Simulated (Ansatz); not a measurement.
FeS2:
```cif
data_Fe2S4
_chemical_formula_sum 'Fe2 S4'
_space_group_name_H-M_alt 'Pnnm'
_space_group_IT_number 58
_space_group_name_Hall '-P 2 2n'
_cell_length_a 4.36739
_cell_length_b 5.33321
_cell_length_c 3.34439
_cell_angle_alpha 90.000
_cell_angle_beta 90.000
_cell_angle_gamma 90.000
loop_
_space_group_symop_operation_xyz
  'x, y, z'
  '-x, -y, -z'
  '-x, -y, z'
  'x, y, -z'
  'x+1/2, -y+1/2, -z+1/2'
  '-x+1/2, y+1/2, z+1/2'
  '-x+1/2, y+1/2, -z+1/2'
  'x+1/2, -y+1/2, z+1/2'
loop_
_atom_site_label
_atom_site_type_symbol
_atom_site_symmetry_multiplicity
_atom_site_Wyckoff_symbol
_atom_site_fract_x
_atom_site_fract_y
_atom_site_fract_z
_atom_site_occupancy
Fe1 Fe 2 a 0.00000 0.00000 0.00000 1
S1 S 4 g 0.20715 0.37443 0.00000 1
```

Relaxed with PBEsol. DFT-PBEsol in the program Ansatz with PAW potentials gives a gap of 0.90 eV.

Q: What gap does HSE06 give on the same cell (Ansatz, PAW)?

A: 2.07 eV, 1.17 eV more. The hybrid was solved on a coarser mesh and at special points; its gap is the smallest among all of these.

```json
[
 {"k": "Γ", "v1 PBEsol": "-0.54", "c1 PBEsol": "1.05", "v1 HSE06": "-0.46", "c1 HSE06": "2.17"},
 {"k": "X", "v1 PBEsol": "-0.18", "c1 PBEsol": "1.85", "v1 HSE06": "?", "c1 HSE06": "?"},
 {"k": "Z", "v1 PBEsol": "-0.53", "c1 PBEsol": "1.57", "v1 HSE06": "?", "c1 HSE06": "?"},
 {"k": "U", "v1 PBEsol": "-0.44", "c1 PBEsol": "1.56", "v1 HSE06": "-0.96", "c1 HSE06": "3.16"},
 {"k": "Y", "v1 PBEsol": "-0.41", "c1 PBEsol": "1.09", "v1 HSE06": "-0.75", "c1 HSE06": "2.25"},
 {"k": "S", "v1 PBEsol": "-1.08", "c1 PBEsol": "1.48", "v1 HSE06": "-1.08", "c1 HSE06": "2.99"},
 {"k": "T", "v1 PBEsol": "-0.49", "c1 PBEsol": "0.90", "v1 HSE06": "?", "c1 HSE06": "?"},
 {"k": "R", "v1 PBEsol": "-0.46", "c1 PBEsol": "1.57", "v1 HSE06": "?", "c1 HSE06": "?"}
]
```

Q: Top valence (v1) and lowest conduction level (c1) in eV from each method's valence maximum (which need not be a listed point): supply the withheld HSE06 values.

A: 
- R, v1 HSE06: -1.03
- R, c1 HSE06: 2.72
- Z, v1 HSE06: -1.29
- Z, c1 HSE06: 2.94
- X, v1 HSE06: -0.19
- X, c1 HSE06: 2.95
- T, v1 HSE06: -1.29
- T, c1 HSE06: 2.76

Cost on shared cores: the PBEsol run (SCF on a 6×5×8 mesh, then bands and DOS) around 110 core-seconds (rough), the HSE06 run (SCF on 4×3×5, then a few points) around 5 core-minutes (rough); the tasks are unlike.

The cell was relaxed with PBEsol under the symmetry of its start. The workflow began spin-polarised and lost its moments.

Potentials: the later of the program's two PAW sets.
